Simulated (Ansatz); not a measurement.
## Ansatz 0.2.0, relaxation: ZrGeSe

Input:

```yaml
crystal:
  lattice:
    - [3.686247, 0.0, 0.0]
    - [0.0, 3.686247, 0.0]
    - [0.0, 0.0, 8.152238]
  atoms:
    - { symbol: Zr, position: [0.0, 0.5, 0.276] }
    - { symbol: Zr, position: [0.5, 0.0, 0.724] }
    - { symbol: Se, position: [0.0, 0.5, 0.622] }
    - { symbol: Se, position: [0.5, 0.0, 0.378] }
    - { symbol: Ge, position: [0.0, 0.0, 0.0] }
    - { symbol: Ge, position: [0.5, 0.5, 0.0] }
  symmetry: { tolerance: 0.0003 }
kpoints:
  mp_grid: { grid: [9, 9, 4], shift: [0, 0, 0] }
magnetization:
  spin_polarized: false
scf:
  occupations: { method: fermi_dirac }
  lower_state_search: "off"
hamiltonian:
  pseudopotentials: { kind: paw }
  xc: pbesol
basis:
  ecutwfc: 420
  fft_grid_basis: typed
relax:
  max_steps: 60
  cell: { p_target: 5.0 }
  f_tol: 0.03
output:
  forces: true
  stress: true
  eigenvalues: true
  bader: true
  populations: true
  elf: true
  write_potential: true
  volumetric_format: npy
  dos:
    e_range: [-12, 8]
    de: 0.05
    projected: { site_lists: { Ge: [Ge], Se: [Se], Zr: [Zr] } }
  write_density: true
checkpoint:
  read: saved_state
```

The command:

```bash
ansatz run input.yaml --threads 2 --pin off --max-ram 3584MiB --backend cpu --events-out ev --progress --plain --runs-dir out
```

Origin of the cell: a known structure type with other elements, at an estimated volume, so it need not be a known compound.

The smearing width isn't typed, so it takes its default of 0.1 eV.

The saved state is a converged single point of the same cell.

Excerpt of the output:

```
Pseudopotentials: kind: paw
Pseudopotential: Zr, paw, valence charge 12, recommended cutoff 420 eV (normal), Zr.paw.azcp
Pseudopotential: Se, paw, valence charge 16, recommended cutoff 420 eV (normal), Se.paw.azcp
Pseudopotential: Ge, paw, valence charge 14, recommended cutoff 420 eV (normal), Ge.paw.azcp
Functional definition: PBEsol
  exchange = pbesol_x
  correlation = pbesol_c
Crystal: 6 atoms, lattice volume = 110.776 Å³
Basis set: ecut = 420 eV, 2171 PW (Γ), exchange–correlation on 50×50×120 points (8 copies of the dense FFT grid, shifted against one another)
Bands: 51, of which v1, the nominal top of the filled ones, is band 42 counted from 1 (41 counted from 0)
Symmetry: 16 space group operations
Space group: P4/nmm (ITA 129), of the structure as read, at distance tolerance 1.4e-3 Å
k-points: 45 of 324
[… 10 lines left out …]
Initial density: read from a saved state, or passed on in memory by an earlier SCF of this step, an earlier step, the calling program or the single point that the run made first
Functional: x = pbesol(κ = 0.804, μ = 0.123457), c = pbesol(β = 0.046)
SCF iter   1: F=—  HF=-27619.396151 eV  Δρ=1.36e-3  dr2=3.20e-3
SCF iter   2: F=—  HF=-27619.396057 eV  Δρ=7.08e-4  dr2=9.11e-4
SCF iter   3: F=—  HF=-27619.396043 eV  Δρ=1.74e-4  dr2=1.09e-4
SCF iter   4: F=—  HF=-27619.396027 eV  Δρ=7.53e-5  dr2=1.74e-5
SCF iter   5: F=—  HF=-27619.396021 eV  Δρ=3.91e-5  dr2=4.26e-6
SCF iter   6: F=—  HF=-27619.396020 eV  Δρ=1.16e-5  dr2=2.50e-7
SCF iter   7: F=—  HF=-27619.396020 eV  Δρ=6.90e-6  dr2=1.12e-7
SCF iter   8: F=-27619.396020 eV  HF=-27619.396020 eV  Δρ=1.85e-6  dr2=1.00e-8
relax step   1: F+E_penalty+E_count = -27619.396020 eV  Δ(F+E_penalty+E_count) = +0.000e0 eV  max|allowed force component| = 1.326e0 eV/Å  Δτ_max = 0.0000 Å  P = +1.396 GPa  Ω = 110.776 Å³  ( […]
relax step   2: F+E_penalty+E_count = -27619.084370 eV  Δ(F+E_penalty+E_count) = +3.117e-1 eV  max|allowed force component| = 2.346e0 eV/Å  Δτ_max = 0.1951 Å  P = +10.121 GPa  Ω = 105.057 Å³ […]
relax step   3: F+E_penalty+E_count = -27619.479768 eV  Δ(F+E_penalty+E_count) = -8.375e-2 eV  max|allowed force component| = 3.151e-1 eV/Å  Δτ_max = 0.0742 Å  P = +4.360 GPa  Ω = 108.127 Å³ […]
relax step   4: F+E_penalty+E_count = -27619.476207 eV  Δ(F+E_penalty+E_count) = +3.561e-3 eV  max|allowed force component| = 1.592e-1 eV/Å  Δτ_max = 0.0319 Å  P = +4.936 GPa  Ω = 107.891 Å³ […]
relax step   5: F+E_penalty+E_count = -27619.474947 eV  Δ(F+E_penalty+E_count) = +1.260e-3 eV  max|allowed force component| = 4.412e-3 eV/Å  Δτ_max = 0.0159 Å  P = +5.010 GPa  Ω = 107.719 Å³ […]
relax step   6: F+E_penalty+E_count = -27619.474380 eV  Δ(F+E_penalty+E_count) = +5.669e-4 eV  max|allowed force component| = 4.560e-3 eV/Å  Δτ_max = 0.0000 Å  P = +5.009 GPa  Ω = 107.719 Å³  stress off target by 2.95e-2 GPa […]
SCF 6 converged in 7 iterations: F = -27619.474380 eV  dr2 = 1.38e-11
basis re-selected at this cell: Δ(F+E_penalty+E_count) = +5.669e-4 eV, ΔP = -0.000 GPa vs the last step (what re-selecting the basis moved, of the pressure what is left beyond the Pulay corre […]
SCF converged after 7 iterations
Free energy (F): -27619.474380 eV
Harris-Foulkes:  -27619.474380 eV  (|F-HF|=3.64e-12)
Internal energy: -27619.439868 eV  (E = F + TS)
E sigma→0 (E₀):  -27619.457124 eV
Entropy (-TS):   -0.034512 eV (-5.752 meV/atom)
Fermi energy:    14.925618 eV
--- Per-component energies (eV) ---
  E_band       = -896.944874
  E_kinetic    = 1140.558736
  E_local      = -9387.129235  (includes V_loc(G=0)·N_el)
  E_nonlocal   = -182.688586
  E_hartree    = 4302.174263
  E_xc         = -686.511594
  E_vxc        = -718.340979  (∫ρ·V_xc dr)
  E_paw        = -13493.989505  (= ΣΔE_a)
  E_vpaw       = -353.692543  (= ΣTr[D̂ρ^β])
  E_aug_tail   = -0.000534  (compensation charges beyond the density's cutoff)
  E_ewald      = -9316.037627
  E_core_change = 4.184214  (= ΣΔE_core)
  E_smearing   = -0.034512  (= −TS)
  Σ components = -27619.474380   (vs F -27619.474380, Δ=0.00e0)
--- Forces (eV/Å), atoms counted from 1 ---
  atom   1  Zr     0.000000     0.000000    -0.001132
  atom   2  Zr     0.000000     0.000000     0.001132
  atom   3  Se     0.000000     0.000000    -0.004560
  atom   4  Se     0.000000     0.000000     0.004560
  atom   5  Ge     0.000000     0.000000     0.000000
  atom   6  Ge     0.000000     0.000000    -0.000000
  max |Σ_I F_I| component: 8.67e-19 eV/Å
--- Stress (GPa, compression-positive) ---
        4.999326      -0.000000       0.000000
       -0.000000       4.999326       0.000000
        0.000000       0.000000       5.029465
  P = ⅓ Tr σ = 5.0094 GPa (50.094 kbar)
--- Relaxed structure (5 steps of the walk, 4 accepted, 1 SCFs on fresh bases) ---
  F+E_penalty+E_count = -27619.474380 eV   max|allowed force component| = 4.560e-3 eV/Å   (the final SCF, on the basis selected at the relaxed cell)
  cell:  # Å, volume = 107.7188 Å³
    - [3.639118, 0.0, 0.0]
    - [0.0, 3.639118, 0.0]
    - [0.0, 0.0, 8.133911]
  atoms:
    - { symbol: Zr, position: [0.0, 0.5, 0.264407] }
    - { symbol: Zr, position: [0.5, 0.0, 0.735593] }
    - { symbol: Se, position: [0.0, 0.5, 0.618885] }
    - { symbol: Se, position: [0.5, 0.0, 0.381115] }
    - { symbol: Ge, position: [0.0, 0.0, 0.0] }
    - { symbol: Ge, position: [0.5, 0.5, 0.0] }
--- Löwdin populations: 6 sites ---
  site symbol       q [e]
     0     Zr     11.5874
     1     Zr     11.5874
     2     Se     16.1660
     3     Se     16.1660
     4     Ge     14.1391
     5     Ge     14.1391
  spilling = 0.002559 (of n_electrons = 84.000000)
--- Bader charges: 6 sites ---
  site symbol  charge [e]  shift [e]
     0     Zr      1.5478     0.0004
     1     Zr      1.5479     0.0004
     2     Se     -1.0051     0.0004
     3     Se     -1.0051     0.0004
     4     Ge     -0.5428     0.0000
     5     Ge     -0.5428     0.0000
  estimated error of the sums over rays = 7.5e-4 e
```

Before:

Space group P4/nmm (No. 129); the run's cell has a = 3.686 Å, b = 3.686 Å, c = 8.152 Å, α = 90.00°, β = 90.00°, γ = 90.00°. Shortest distances: Ge–Ge 2.61 Å, Se–Zr 2.74 Å, Ge–Zr 2.91 Å, Se–Se 3.28 Å, Ge–Se 3.59 Å.

After:

Space group P4/nmm (No. 129); the run's cell has a = 3.639 Å, b = 3.639 Å, c = 8.134 Å, α = 90.00°, β = 90.00°, γ = 90.00°. Shortest distances: Ge–Ge 2.57 Å, Se–Zr 2.74 Å, Ge–Zr 2.82 Å, Se–Se 3.22 Å, Ge–Se 3.59 Å.

```
Enthalpy lowered by     : 29.0 meV/atom
Volume change           : -2.76 %
Final pressure          : 5.01 GPa
Relaxation steps listed : 6
```

Caveats: no moments, though an odd count or open d shells may carry them; the relaxation held the start's symmetry, so the end may be a saddle point.

Time: 73 s on 2 threads of Arm Neoverse V2, with other jobs on the host, peak memory 0.56 GiB, from a saved density.
